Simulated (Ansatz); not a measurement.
Crystals of one structure type (zinc blende) and one family of elements, relaxed and computed with plane-wave PAW PBEsol (Ansatz code).

```csv
crystal,K_Hill (GPa),G_Hill (GPa)
InP,66.9,32.3
AlAs,72.2,?
BAs,140,129
BP,170,163
GaN,188,106
AlN,201,119
BN,385,388
```

Question: Fit a straight line to ln G against ln K and predict the withheld value.

Answer: Least squares on the 6 shown rows: ln G = 1.34 × ln K + (-2.067), with a scatter of 26.5 %. For AlAs this gives 39.2. The run itself gave 39.6, a miss of 1.0 % of that.

All cells were relaxed under the symmetry of their starts (and spin orders); stability against distortions was not tested throughout. Spin–orbit coupling is left out wherever it is not named.

Potentials: the earlier of the program's two PAW sets. The files were generated under PBE; for other functionals the program regenerates the frozen cores, and for LDA and PBEsol the local potential too.
